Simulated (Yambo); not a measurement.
A BSE run in Yambo for Cs$_{2}$NaYF$_{6}$ (space group Fm-3m, No. 225) (LDA bands; 4×4×4 mesh, 18 valence and 12 conduction bands, static screening with 110 bands and a 3 Ry block, scissor 3.72 eV, Tamm-Dancoff; field along x) gives:

```tsv
state	energy (eV)	states within 2 meV	relative strength	class
1	8.81	1	< 0.01	dark
2	8.89	3	< 0.01	dark
3	8.93	3	< 0.01	dark
4	8.96	3	< 0.01	dark
5	8.99	3	1.00	strong
```

**Question.** What changes when the screening block is changed to 1 Ry?

**Answer.** The lowest state goes from 8.810 eV to 8.926 eV, and its distance below the direct gap from 1.452 eV to 1.336 eV. These are vertical excitations (zero momentum). The scissor comes from a G0W0 run whose convergence isn't established.

Geometry of the Materials Project entry, not relaxed at this level; primitive cell a = b = c = 6.5064 Å, α = β = γ = 60.00°.
